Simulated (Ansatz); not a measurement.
Si₃N₄: ¹⁴N nuclear quadrupole resonance

Cell: a COD entry.

```yaml
crystal:
  lattice:
    - [7.60930, 0.00000, 0.00000]
    - [-3.80465, 6.58985, 0.00000]
    - [0.00000, 0.00000, 2.90790]
  atoms:
    - { symbol: Si, position: [0.17420, 0.76780, 0.25000] }
    - { symbol: Si, position: [0.40640, 0.17420, 0.75000] }
    - { symbol: Si, position: [0.23220, 0.40640, 0.25000] }
    - { symbol: Si, position: [0.82580, 0.23220, 0.75000] }
    - { symbol: Si, position: [0.59360, 0.82580, 0.25000] }
    - { symbol: Si, position: [0.76780, 0.59360, 0.75000] }
    - { symbol: N, position: [0.33333, 0.66667, 0.25000] }
    - { symbol: N, position: [0.66667, 0.33333, 0.75000] }
    - { symbol: N, position: [0.32900, 0.03900, 0.25000] }
    - { symbol: N, position: [0.29000, 0.32900, 0.75000] }
    - { symbol: N, position: [0.96100, 0.29000, 0.25000] }
    - { symbol: N, position: [0.67100, 0.96100, 0.75000] }
    - { symbol: N, position: [0.71000, 0.67100, 0.25000] }
    - { symbol: N, position: [0.03900, 0.71000, 0.75000] }
```

Atoms are numbered from 1 in the order listed; like atoms form one site, named after its first atom.

The numbers come from a DFT calculation in Ansatz (PBE, plane waves and PAW (field gradients read without the response of the frozen cores, which leaves them typically 4 to 6 % off), scalar-relativistic, 420 eV cutoff, Γ-centred 4×4×10 k-points, Fermi–Dirac smearing 0.02 eV).

¹⁴N: I = 1, Q = 20.44 mb (year-2017 value). Static lattice, zero field.

Task: At which frequencies do the ¹⁴N NQR lines lie?

Result: For I = 1 the lines are ν± = (3/4)|C_Q|(1 ± η/3) and ν₀ = |C_Q|η/2.

```csv
site,atoms,V_zz (10²¹ V/m²),C_Q (MHz),η,line frequencies (MHz)
N7,"7, 8",-5.53,-2.73,0.00,2.05
N9,"9, 10, 11, 12, 13, 14",-5.01,-2.48,0.05,"0.0577, 1.83, 1.89"
```

An axis of threefold or higher order runs through N7, so V_zz lies along it and η is zero. At N9 V_zz stands upright on the plane through its three neighbours (within 5°).

At this cell the PBE pressure is 6 GPa (principal stresses up to 12 GPa in size), so with PBE the cell would grow if it were relaxed. The entry's cell may itself be off. The largest force is 1.8 eV/Å, so the atoms aren't at the calculated equilibrium and relaxing them would move these values.
